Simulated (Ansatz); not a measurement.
NiO (rock salt)

```xyz
2
Lattice="0.0000 2.0943 2.0943 2.0943 0.0000 2.0943 2.0943 2.0943 0.0000" Properties=species:S:1:pos:R:3 pbc="T T T"
O      0.0000     0.0000     0.0000
Ni     2.0943     2.0943     2.0943
```

Equation-of-state scan: isotropic scaling of the cell above, V₀ being its volume. Symmetry pins the atoms to their sites.

Level of theory: r2SCAN (plane waves to 500 eV, PAW, scalar-relativistic; Ansatz, an electronic-structure program). k mesh 13×13×13 (Γ-centred), Fermi-Dirac smearing 0.05 eV. E stands for the smeared free energy. Stress and pressure are positive under compression. NiO is run spin-polarised and with no Hubbard U; the real compound is an antiferromagnetic insulator, a state that this run doesn't describe. NiO was relaxed with its symmetry unable to fall. Relaxed NiO ends ferromagnetic. The magnetic order is the one the run started from; other orders were not tried. The zero of ΔE is the relaxed starting cell.

```
V (Å³/atom)  ΔE (meV/atom)
-----------  -------------
8.267                 74.6
8.497                 39.9
8.727                 16.9
8.956                  4.0
9.186                  0.0
9.416             withheld
9.645                 14.1
9.875                 30.4
10.105                51.8
```

Problem. Fit a third-order Birch-Murnaghan form (E₀, V₀, B₀, B₀′ free) to the given rows and predict ΔE at V = 9.416.

Solution. Least squares on the 8 given rows: ΔE = E₀ + (9V₀B₀/16)·y²·[2 + (B₀′ − 4)y], y = (V₀/V)^(2/3) − 1, with V₀ = 9.186 Å³/atom, B₀ = 214.7 GPa (160.2 GPa = 1 eV/Å³; the term in eV is multiplied by 1000), B₀′ = 4.47, E₀ = 0.01 meV/atom; root-mean-square residual 0.04 meV/atom. At 9.416 the fit gives 3.7 meV/atom; the calculation gives 3.7 meV/atom, the same to the digits shown. For the pressure the fit gives -5.0 GPa against the computed -5.0 GPa.

(A scan under strain: stresses follow from slopes of the energy per volume, elastic moduli from its curvatures.)
